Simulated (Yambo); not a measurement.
Yambo run on Cs₂PtBr₆ (space group Fm-3m, No. 225). The wavefunctions are PBEsol (pw.x of Quantum ESPRESSO, ONCV potentials, no spin-orbit coupling) ones on a 2×2×2 mesh (39 occupied bands); a = b = c = 7.6478 Å, α = β = γ = 60.00°.

Yambo input:

```
rim_cut
gw0
dyson
el_el_corr
HF_and_locXC
cohsex
em1s
RandQpts= 1000000
RandGvec= 1 Ry
EXXRLvcs= 84 Ry
VXCRLvcs= 336 Ry
Chimod= "HARTREE"
% BndsRnXs
 5 | 324 |
%
NGsBlkXs= 6 Ry
% LongDrXs
 1.0 | 1.0 | 1.0 |
%
ExtendOut
% QPkrange
 1 | 1 | 39 | 39 |
 3 | 3 | 39 | 40 |
%
```

k points by index: 1 = Γ, 3 = X.

The o-*.qp file then holds:

```
#    K-point    Band    Eo [eV]    E [eV]    E-Eo [eV]    Vxc [eV]    Vnlxc [eV]    Sc|Eo [eV]    Re(Z)    Im(Z)
#
    1    39    0.000000    -3.005554    -3.005554    -13.06116    -16.86736    0.800646    1.000000    0.000000
    3    39    -0.022333    -3.019014    -2.996681    -13.01915    -16.81367    0.797837    1.000000    0.000000
    3    40    1.290078    1.205566    -0.084512    -15.53269    -12.17447    -3.442726    1.000000    0.000000
```
(The two width columns are left out.) Convergence of these settings isn't established.

Geometry of the Materials Project entry, not relaxed at this level.

The structure is a Materials Project entry; no match was found in the copy of COD used, and its stability was not checked.
